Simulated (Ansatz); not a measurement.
ZrTa (L1₀ or tetragonal B2, P4/mmm) under volume change, DFT-PBEsol in the program Ansatz with PAW potentials, shape and atoms relaxed at each volume.

```json
[
 {"V (Å³/atom)": "17.938", "E − E(relaxed) (meV/atom)": "80.3", "P (GPa)": "15.65"},
 {"V (Å³/atom)": "18.529", "E − E(relaxed) (meV/atom)": "33.9", "P (GPa)": "9.66"},
 {"V (Å³/atom)": "19.121", "E − E(relaxed) (meV/atom)": "8.0", "P (GPa)": "4.47"},
 {"V (Å³/atom)": "19.712", "E − E(relaxed) (meV/atom)": "0.0", "P (GPa)": "0.00"},
 {"V (Å³/atom)": "20.303", "E − E(relaxed) (meV/atom)": "7.2", "P (GPa)": "-3.83"},
 {"V (Å³/atom)": "20.895", "E − E(relaxed) (meV/atom)": "27.5", "P (GPa)": "-7.11"},
 {"V (Å³/atom)": "21.486", "E − E(relaxed) (meV/atom)": "59.2", "P (GPa)": "-10.01"}
]
```

Q: What does a third-order Birch–Murnaghan fit give for V₀, B₀ and B′?

A: V₀ = 19.71 Å³/atom, B₀ = 138 GPa, B′ = 3.9.

The start of the workflow was typed in or built on a structure type; neither database checked (COD, Materials Project) lists it. Whether it is the stable phase at ambient conditions was not checked. The cell was relaxed with PBEsol under the symmetry of its start. At this level the phase is mechanically unstable. The run is not spin-polarised. Its formation energy is positive at this level, so the cell may be metastable or incomplete. Scalar-relativistic: spin–orbit coupling is off unless named, which matters more the heavier the elements.

Potentials: the earlier of the program's two PAW sets. The files were generated under PBE; for other functionals the program regenerates the frozen cores, and for LDA and PBEsol the local potential too.
